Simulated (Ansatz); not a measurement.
W:
```cif
data_W4
_chemical_formula_sum 'W4'
_space_group_name_H-M_alt 'Fm-3m'
_space_group_IT_number 225
_space_group_name_Hall '-F 4 2 3'
_cell_length_a 4.01905
_cell_length_b 4.01905
_cell_length_c 4.01905
_cell_angle_alpha 90.000
_cell_angle_beta 90.000
_cell_angle_gamma 90.000
loop_
_atom_site_label
_atom_site_type_symbol
_atom_site_symmetry_multiplicity
_atom_site_Wyckoff_symbol
_atom_site_fract_x
_atom_site_fract_y
_atom_site_fract_z
_atom_site_occupancy
W1 W 4 a 0.00000 0.00000 0.00000 1
```
(The calculation used a cell of 1 atom; values per cell refer to that cell.)

Relaxed with r²SCAN.

Which orbitals make up the states near the Fermi level in DFT-r²SCAN in the program Ansatz with PAW potentials?

Within 0.5 eV of the Fermi level: W 5d 89 %, outside the projected shells 6 %. Projections are on Löwdin-orthogonalised atomic valence shells; empty p or d shells of many metals are not among them.

Tabulate the density of states.

States/eV per cell of 1 atom, in 0.25 eV bins, energy from the Fermi level.

| E (eV) | total | W 5d | W 6s | W 5p |
|---|---|---|---|---|
| -7.85 | 0.09 | 0.00 | 0.07 | 0.00 |
| -7.60 | 0.10 | 0.01 | 0.08 | 0.00 |
| -7.35 | 0.11 | 0.01 | 0.09 | 0.00 |
| -7.10 | 0.13 | 0.01 | 0.10 | 0.00 |
| -6.85 | 0.14 | 0.02 | 0.11 | 0.00 |
| -6.60 | 0.17 | 0.03 | 0.13 | 0.01 |
| -6.35 | 0.20 | 0.04 | 0.14 | 0.01 |
| -6.10 | 0.26 | 0.08 | 0.16 | 0.01 |
| -5.85 | 0.44 | 0.22 | 0.21 | 0.01 |
| -5.60 | 0.62 | 0.38 | 0.22 | 0.01 |
| -5.35 | 0.75 | 0.50 | 0.23 | 0.01 |
| -5.10 | 0.77 | 0.54 | 0.21 | 0.01 |
| -4.85 | 0.82 | 0.62 | 0.18 | 0.01 |
| -4.60 | 0.93 | 0.76 | 0.15 | 0.01 |
| -4.35 | 0.94 | 0.81 | 0.11 | 0.01 |
| -4.10 | 0.93 | 0.83 | 0.09 | 0.01 |
| -3.85 | 0.94 | 0.86 | 0.06 | 0.01 |
| -3.60 | 0.77 | 0.72 | 0.03 | 0.01 |
| -3.35 | 0.61 | 0.58 | 0.01 | 0.01 |
| -3.10 | 1.04 | 0.98 | 0.02 | 0.02 |
| -2.85 | 0.96 | 0.90 | 0.02 | 0.01 |
| -2.60 | 0.78 | 0.74 | 0.02 | 0.01 |
| -2.35 | 0.85 | 0.79 | 0.03 | 0.01 |
| -2.10 | 1.00 | 0.91 | 0.05 | 0.01 |
| -1.85 | 1.11 | 0.99 | 0.07 | 0.01 |
| -1.60 | 1.09 | 0.96 | 0.07 | 0.01 |
| -1.35 | 1.19 | 1.04 | 0.09 | 0.01 |
| -1.10 | 1.33 | 1.15 | 0.10 | 0.01 |
| -0.85 | 1.10 | 0.94 | 0.08 | 0.01 |
| -0.60 | 1.07 | 0.93 | 0.07 | 0.01 |
| -0.35 | 1.15 | 1.01 | 0.07 | 0.01 |
| -0.10 | 1.43 | 1.29 | 0.06 | 0.01 |
| 0.15 | 0.96 | 0.85 | 0.04 | 0.00 |
| 0.40 | 0.76 | 0.69 | 0.03 | 0.00 |
| 0.65 | 0.67 | 0.63 | 0.02 | 0.00 |
| 0.90 | 0.68 | 0.63 | 0.02 | 0.00 |
| 1.15 | 0.67 | 0.63 | 0.02 | 0.00 |
| 1.40 | 0.79 | 0.73 | 0.02 | 0.00 |
| 1.65 | 1.08 | 1.01 | 0.04 | 0.00 |
| 1.90 | 0.95 | 0.88 | 0.03 | 0.00 |
| 2.15 | 0.78 | 0.72 | 0.03 | 0.00 |
| 2.40 | 0.68 | 0.63 | 0.02 | 0.00 |
| 2.65 | 0.60 | 0.55 | 0.02 | 0.00 |
| 2.90 | 0.70 | 0.66 | 0.02 | 0.00 |
| 3.15 | 0.66 | 0.63 | 0.02 | 0.00 |
| 3.40 | 0.65 | 0.61 | 0.02 | 0.00 |
| 3.65 | 0.66 | 0.62 | 0.02 | 0.00 |
| 3.90 | 0.68 | 0.64 | 0.02 | 0.00 |
| 4.15 | 0.72 | 0.67 | 0.02 | 0.00 |
| 4.40 | 0.80 | 0.75 | 0.02 | 0.00 |
| 4.65 | 0.98 | 0.92 | 0.03 | 0.00 |

The workflow started from an entry of the Crystallography Open Database (COD), which files this formula under 6 space groups. It is not the phase usual at ambient conditions (space group No. 229). The cell was relaxed with r²SCAN under the symmetry of its start. At this level the phase is mechanically unstable. No spin polarisation was allowed. Spin–orbit coupling is left out wherever it is not named.

Potentials: the earlier of the program's two PAW sets.
